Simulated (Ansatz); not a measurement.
Sn$_{3}$Ge:
```
CELL_PARAMETERS angstrom
      4.47223     0.00000     0.00000
      0.00000     4.47223     0.00000
      0.00000     0.00000     6.34632
ATOMIC_POSITIONS crystal
  Ge 0.00000 0.00000 0.00000
  Sn 0.50000 0.00000 0.23377
  Sn 0.50000 0.50000 0.50000
  Sn 0.00000 0.50000 0.76623
```

Relaxed with PBEsol in the plane-wave PAW code Ansatz. Indices refer to the conventional cell of P-4m2, a = b = 4.472 Å, c = 6.346 Å, α = β = γ = 90.00°.

Simulate the powder diffraction pattern (neutron, λ = 1.5401 Å; lines above 1 %) up to 2θ = 90°.

Simulated powder pattern, neutron, λ = 1.5401 Å (kinematic, ideal powder, no thermal factors, coherent scattering alone; the 30 strongest lines at most, above 1 %, up to 2θ = 90°):

```json
[
 {"2θ (°)": "13.94", "d (Å)": "6.346", "I/Imax (%)": "2.1", "hkl": "(001)"},
 {"2θ (°)": "24.32", "d (Å)": "3.656", "I/Imax (%)": "100", "hkl": "(101)"},
 {"2θ (°)": "34.62", "d (Å)": "2.588", "I/Imax (%)": "1.4", "hkl": "(102)"},
 {"2θ (°)": "40.22", "d (Å)": "2.240", "I/Imax (%)": "77", "hkl": "(112)"},
 {"2θ (°)": "40.29", "d (Å)": "2.236", "I/Imax (%)": "39", "hkl": "(200)"},
 {"2θ (°)": "42.83", "d (Å)": "2.109", "I/Imax (%)": "1.0", "hkl": "(201)"},
 {"2θ (°)": "47.49", "d (Å)": "1.912", "I/Imax (%)": "28", "hkl": "(103)"},
 {"2θ (°)": "47.62", "d (Å)": "1.908", "I/Imax (%)": "58", "hkl": "(211)"},
 {"2θ (°)": "51.95", "d (Å)": "1.758", "I/Imax (%)": "2.3", "hkl": "(113)"},
 {"2θ (°)": "54.14", "d (Å)": "1.692", "I/Imax (%)": "1.3", "hkl": "(212)"},
 {"2θ (°)": "58.07", "d (Å)": "1.587", "I/Imax (%)": "9.7", "hkl": "(004)"},
 {"2θ (°)": "58.29", "d (Å)": "1.581", "I/Imax (%)": "21", "hkl": "(220)"},
 {"2θ (°)": "61.99", "d (Å)": "1.495", "I/Imax (%)": "1.5", "hkl": "(104)"},
 {"2θ (°)": "63.99", "d (Å)": "1.453", "I/Imax (%)": "35", "hkl": "(213)"},
 {"2θ (°)": "64.09", "d (Å)": "1.451", "I/Imax (%)": "18", "hkl": "(301)"},
 {"2θ (°)": "73.04", "d (Å)": "1.294", "I/Imax (%)": "28", "hkl": "(204)"},
 {"2θ (°)": "73.19", "d (Å)": "1.292", "I/Imax (%)": "60", "hkl": "(312)"},
 {"2θ (°)": "76.56", "d (Å)": "1.243", "I/Imax (%)": "2.3", "hkl": "(214)"},
 {"2θ (°)": "78.20", "d (Å)": "1.221", "I/Imax (%)": "13", "hkl": "(105)"},
 {"2θ (°)": "78.39", "d (Å)": "1.219", "I/Imax (%)": "14", "hkl": "(303)"},
 {"2θ (°)": "78.48", "d (Å)": "1.217", "I/Imax (%)": "28", "hkl": "(321)"},
 {"2θ (°)": "81.83", "d (Å)": "1.176", "I/Imax (%)": "2.4", "hkl": "(313)"},
 {"2θ (°)": "86.88", "d (Å)": "1.120", "I/Imax (%)": "23", "hkl": "(224)"},
 {"2θ (°)": "87.06", "d (Å)": "1.118", "I/Imax (%)": "13", "hkl": "(400)"},
 {"2θ (°)": "88.47", "d (Å)": "1.104", "I/Imax (%)": "2.2", "hkl": "(205)"}
]
```

The start of the workflow was typed in or built on a structure type; neither database checked (COD, Materials Project) lists it. Its standing as an ambient phase is unchecked. The PBEsol relaxation kept the symmetry of its start; its stability against distortions is not shown here. Spin–orbit coupling is left out wherever it is not named.

Potentials: the later of the program's two PAW sets.
